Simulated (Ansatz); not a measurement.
Level of theory: DFT PBE, scalar-relativistic, plane waves, PAW (Ansatz). All cells share a 420 eV cutoff and Γ-centred k meshes spaced at most about 0.3 Å⁻¹ (about 0.25 or finer for metals, 2π included). No spin polarisation in the final relaxations.

All energies are static (0 K, no zero-point motion).

Compare these two cells of Si₂GeP₃, each relaxed at this level.

A.

```cif
data_structure
_symmetry_space_group_name_H-M 'R-3m:H'
_symmetry_Int_Tables_number 166
_cell_length_a 4.9787
_cell_length_b 4.9787
_cell_length_c 14.7950
_cell_angle_alpha 90.000
_cell_angle_beta 90.000
_cell_angle_gamma 120.000
_cell_volume 317.59
loop_
_atom_site_label
_atom_site_type_symbol
_atom_site_symmetry_multiplicity
_atom_site_Wyckoff_symbol
_atom_site_fract_x
_atom_site_fract_y
_atom_site_fract_z
_atom_site_occupancy
Si1 Si 6 c 0.66667 0.33333 0.91809 1
Ge1 Ge 3 a 0.00000 0.00000 0.00000 1
P1 P 9 d 0.16667 0.83333 0.83333 1
```

B.

```cif
data_structure
_symmetry_space_group_name_H-M 'I4/mmm'
_symmetry_Int_Tables_number 139
_cell_length_a 4.8242
_cell_length_b 4.8242
_cell_length_c 9.6212
_cell_angle_alpha 90.000
_cell_angle_beta 90.000
_cell_angle_gamma 90.000
_cell_volume 223.91
loop_
_atom_site_label
_atom_site_type_symbol
_atom_site_symmetry_multiplicity
_atom_site_Wyckoff_symbol
_atom_site_fract_x
_atom_site_fract_y
_atom_site_fract_z
_atom_site_occupancy
Si1 Si 4 d 0.00000 0.50000 0.25000 1
Ge1 Ge 2 b 0.50000 0.50000 0.00000 1
P1 P 4 c 0.00000 0.50000 0.00000 1
P2 P 2 a 0.00000 0.00000 0.00000 1
```

Question: Which is lower in energy, and by how much?

Answer: A is lower, by 9 meV/atom. A has space group R-3m (No. 166), 17.6 Å³/atom and no gap on its mesh; B has space group I4/mmm (No. 139), 18.7 Å³/atom and no gap. Counting P atoms around Ge and Si (those within 1.25 times the shortest such distance or 1.15 times the sum of covalent radii, 1.27 where that leaves under three; the shortest distance is added where it exceeds 1.18 times the sum of covalent radii), A has Si 6 from 2.8 Å, Ge 6 from 2.9 Å and B has Si 2, Ge 4. A holds Si–Si pairs (shortest 2.51 Å); B holds P–P nets (shortest 2.41 Å). The denser one is the lower, and pressure would at first widen the difference. Even the lower one lies +0.65 eV/atom against the reference forms of the elements (uncorrected), so neither is stable at this level. In A, Si has 1 Si at 2.51 Å, 6 P at 2.79 Å and 3 Ge at 3.12 Å; Ge is surrounded by 6 P at 2.85 Å and 6 Si at 3.12 Å; P is surrounded by 4 P at 2.49 Å, 4 Si at 2.79 Å and 2 Ge at 2.85 Å. In B, around Si lie 2 P at 2.41 Å; around Ge lie 4 P at 2.41 Å; P on a site of symmetry mmm is surrounded by 2 Si at 2.41 Å, 2 Ge at 2.41 Å and 2 P at 2.41 Å; 1 more site not described. Both come from invented guesses. A third cell relaxed alike, in P4/mmm, lies 185 meV/atom below the lower of the two.

The k mesh leaves some 4 meV/atom of noise in the energy of each metallic cell. In R-3m, I4/mmm an odd number of electrons in the primitive cell allows no gap without spin; a larger cell or a magnetic state could open one. A magnetic state wasn't ruled out in cells without spin, among them R-3m, I4/mmm. Cells relaxed within their symmetry can be saddle points.
